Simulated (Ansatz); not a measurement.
# NaCl (Fm-3m): from strained cells to moduli

```yaml
crystal:
  lattice:
    - [0.00000, 2.73220, 2.73220]
    - [2.73220, 0.00000, 2.73220]
    - [2.73220, 2.73220, 0.00000]
  atoms:
    - { symbol: Na, position: [0.00000, 0.00000, 0.00000] }
    - { symbol: Cl, position: [0.50000, 0.50000, 0.50000] }
```

Conventional cell: a = 5.464 Å, b = 5.464 Å, c = 5.464 Å, α = 90.00°, β = 90.00°, γ = 90.00°. Na (atom 1) has 6 Cl at 2.73 Å as nearest neighbours. Cl (atom 2) has 6 Na at 2.73 Å as nearest neighbours.

Unless marked otherwise, the numbers come from LDA, all-electron LAPW in Ansatz 0.2.0, scalar-relativistic. k mesh 8×8×8, fixed occupations, basis error target 0.5 meV/atom. The cell was relaxed by PAW under this functional, which moved its volume by -8 % from the database entry's.

The cell is cubic and carries a residual pressure of 0.00 GPa at this level. Each strain component that symmetry leaves independent is applied at ±0.003, the ions relax wherever a strain frees them, and the stress (tension positive, GPa) is read. Shears are engineering strains, γ = 2ε.

```tsv
strain	size	σxx	σyy	σzz	σyz	σxz	σxy
xx	-0.003	-0.2187	-0.0432	-0.0432	0.0000	0.0000	0.0000
xx	+0.003	0.2026	0.0350	0.0350	0.0000	0.0000	0.0000
yz	-0.003	-0.0037	-0.0039	-0.0039	-0.0388	0.0000	0.0000
yz	+0.003	-0.0037	-0.0039	-0.0039	0.0388	0.0000	0.0000
```

A central difference gives one constant, for example C11 ≈ (0.2026 − (-0.2187))/(0.006) = 70.2 GPa; the program then imposes the crystal's symmetry on the whole matrix.

Task: What are the independent elastic constants?

Result: C11 = 70.2, C12 = 13.0, C44 = 12.9 GPa.

Task: Do they meet the Born conditions?

Result: C11 − C12 = 57.2, C11 + 2C12 = 96.3 and C44 = 12.9 GPa must all be positive, so the crystal is elastically stable; that says nothing yet of its phonons.

Task: What moduli does a random aggregate of grains have?

Result: B = (C11 + 2C12)/3 = 32.1 GPa. G_V = (C11 − C12 + 3C44)/5 = 19.2 and G_R = 5(C11 − C12)C44/(4C44 + 3(C11 − C12)) = 16.6, so G_H = 17.9 GPa. Then E = 9BG/(3B + G) = 45.3 GPa, ν = (3B − 2G)/(6B + 2G) = 0.265 and B/G = 1.79, on the ductile side of Pugh's 1.75 (a rule of thumb, made for metals; it doesn't predict ductility here).

Task: With the density of 2.379 g/cm³, how fast does sound travel, and what Debye temperature follows?

Result: 

```tsv
direction	slow (m/s)	middle (m/s)	fast (m/s)
[100]	2333	2333	5432
[110]	2333	3466	4789
[111]	3134	3134	4555
```

The mean of v⁻³ over directions and branches gives v_m = 3004 m/s and θ_D = (ħ/k_B) v_m (6π²n)^(1/3) = 327 K, n being atoms per volume. Young's modulus spans 34 to 66 GPa over directions, and the universal anisotropy index is 0.79.

Task: How far do the constants move if PAW replaces LAPW in the same cell?

Result: 

```json
{"constant": "C11", "LAPW (GPa)": "70.2", "PAW (GPa)": "70.1", "difference": "-0.1"}
{"constant": "C12", "LAPW (GPa)": "13.0", "PAW (GPa)": "13.0", "difference": "0.0"}
{"constant": "C44", "LAPW (GPa)": "12.9", "PAW (GPa)": "12.9", "difference": "0.0"}
```

Keep in mind: the frozen-core PAW files of the compared runs were fitted under PBE, their cores solved anew for this functional.
